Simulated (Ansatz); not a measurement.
LiIn, DFT, r2SCAN, PAW with Ansatz's default frozen-core files, scalar-relativistic (Ansatz 0.2.0), run on 2 threads of Arm Neoverse V1 on a shared host.

The cell comes from COD entry 1539527, which wasn't checked; take it as a given geometry. It is an old determination, and later ones may differ.

Command: `ansatz run input.yaml --threads 2 --pin off --max-ram 6144MiB --backend cpu --events-out ev --progress --plain --runs-dir out`

```yaml
crystal:
  lattice:
    - [0.0, 3.393, 3.393]
    - [3.393, 0.0, 3.393]
    - [3.393, 3.393, 0.0]
  atoms:
    - { symbol: Li, position: [0.5, 0.5, 0.5] }
    - { symbol: Li, position: [0.75, 0.75, 0.75] }
    - { symbol: In, position: [0.0, 0.0, 0.0] }
    - { symbol: In, position: [0.25, 0.25, 0.25] }
kpoints:
  mp_grid: { grid: [5, 5, 5] }
scf:
  occupations: { method: fermi_dirac, width: 0.08 }
hamiltonian:
  xc: r2scan
  pseudopotentials: { kind: paw }
output:
  forces: true
  stress: true
md:
  timestep: 3.0
  n_steps: 15
  ensemble: nve
  temperature: 300
  initial_velocities: maxwell_boltzmann
  seed: 865278
```

How large is the problem that the program sets up?

63 irreducible k-points, 1989 plane waves at Γ, 20 bands.

About how long does it take, and how much memory does it use?

2.8 min of wall time for 73 SCF iterations, with a peak of 0.62 GiB. Times on shared machines scatter by tens of per cent.
